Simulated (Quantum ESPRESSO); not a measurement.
Field gradients of ZnS from a PBE PAW density (pw.x of a modified build of Quantum ESPRESSO, JTH datasets) with the all-electron reconstruction of Petrilli and co-workers, 20 Ha, k-mesh 7×7×7 through Γ:

```
CELL_PARAMETERS angstrom
      0.00000     2.72062     2.68022
      2.68022     0.00000     2.68022
      2.68022     2.72062     0.00000
ATOMIC_POSITIONS crystal
  Zn 0.00000 0.00000 0.00000
  S  0.25000 0.25000 0.25000
```
The cell was made here from a computed Materials Project entry: strained by +1 % along the cube axis and by -0.5 % across it, atoms relaxed (PBE without dispersion, pw.x of Quantum ESPRESSO, symmetry kept). The parent is ZnS in F-43m. Stability against distortions was not tested.

Vzz is the sum of three terms, each taken along its main axis: the smooth valence density, the ions (nucleus and frozen core) with the augmentation charges of all other spheres, and the all-electron minus smooth density in the atom's own sphere. The split hangs on the datasets.  Cores are frozen. Against all-electron runs on small test molecules, this scheme's |Vzz| missed by +4 % on Zn, −3 % on S.

| site | smooth valence density | ions and other spheres | own sphere | Vzz (a.u.) |
|---|---|---|---|---|
| Zn (atom 1) | -0.004 | 0.004 | (withheld) | (withheld) |
| S (atom 2) | -0.001 | 0.003 | (withheld) | (withheld) |

Task: Some entries are withheld; supply them.

Result: 
- Zn (atom 1), own sphere: -0.027
- Zn (atom 1), Vzz (a.u.): -0.027
- S (atom 2), own sphere: 0.030
- S (atom 2), Vzz (a.u.): 0.032
